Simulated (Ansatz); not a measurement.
Si:
```
Si
1.0
    1.91544    -5.35892     0.00000
    1.91544     5.35892     0.00000
    0.00000     0.00000    12.68364
Si
12
Direct
  0.75732   0.24268   0.44507
  0.24268   0.75732   0.55493
  0.24268   0.75732   0.94507
  0.75732   0.24268   0.05493
  0.42868   0.57132   0.65727
  0.57132   0.42868   0.34273
  0.57132   0.42868   0.15727
  0.42868   0.57132   0.84273
  0.97131   0.02869   0.40940
  0.02869   0.97131   0.59060
  0.02869   0.97131   0.90940
  0.97131   0.02869   0.09060
```

Relaxed with r²SCAN.

Map the electron localisation function on the plane through (0.757, 0.243, 0.445) spanned by u = [0, 0, 1] and v = [1, -1, 0] in lattice vectors, from r²SCAN in the plane-wave PAW code Ansatz.

x is the fraction of u, y of v (the angle between them is 90°; rows are the nearest grid lines); atoms in the plane: Si at (0.00, 0.00), Si at (0.11, 0.49), Si at (0.50, 0.49), Si at (0.61, 0.00), Si at (0.21, 0.67), Si at (0.90, 0.81), Si at (0.71, 0.81), Si at (0.40, 0.67), Si at (0.96, 0.21), Si at (0.15, 0.27).
```
|*-=*+-.            :*+-++=*#+:   .=*#+-*|
|=-+*=:             .++--*@@@%+:::=#@@@#=|
|*===-.             .===+%@@@%*===+#@@@@*|
|*-.                  .:+%@@%+*%@%#+#%@%*|
|-.    ..:..   ..::.    :==-==+@@@#=+--=-|
|-   .:+**+=-=-==+*+-   :=+=-:=%@@*:--++-|
|:   .=***==***+=+**+   .=**+-=#%#+-=+*+:|
|.   :==---=@@@#---==    :=++=--::-=++=-.|
|    :++-=-+@@@#-=-++.     ...     ....  |
| .:-*%@@@#*%%%#*%@@@=:.                 |
|.:-=*%@@@%*****#@@@@+=-:               .|
|=**-:+%@@#=:..-*%@@*:+*+:.            :=|
|=*+:==-**+:   .=**=--=*+:.            :=|
|.-==*%@@#+:   .=#%@%==-:               .|
| .-*%@@@%*-   .+%@@@#=:                 |
|..-*%@@@%*-   :+#@@@#=:...::.     ..:...|
|+#%#+-=-=+-.  :++---#%#*==+*=:   .-+*+=+|
|+@@@#-=-+*=.  :+*---@@@#-:-**=.  :+*=-:+|
|=@@@#-:=**-.  :+*+-:@@@*-+-=+=.  :++-===|
|=*#*+==++=:   .-++==*##+===++-.  :++====|
|@#=.  ....      ... .-*%@@@%*-   :+%@@@@|
|%*=:.               :-+%@@@%*:   .+#@@@%|
|+--=-.              ==-=*%%#+:   .=*%%#+|
|*-=*+-.            :*+-++=*#+:   .=*#+-*|
```
Scale: ten equal steps from 0.002 (start of ' ') to 0.959 (end of '@'), in the order ' .:-=+*#%@'; x runs from 0.000 to 1.00, y from 0.000 (bottom) to 1.00 (top).

The density is the valence pseudo-density with augmentation charge, so density and ELF within about 1 Å of a nucleus are not all-electron values.

Space group Cmcm. The workflow started from a Materials Project entry (that database holds measured and hypothetical structures alike); the Crystallography Open Database copy checked does not list it. It is not the phase usual at ambient conditions (space group No. 227). Symmetry was held in the r²SCAN relaxation; phonons on a q-mesh show no instability.

Potentials: the earlier of the program's two PAW sets.
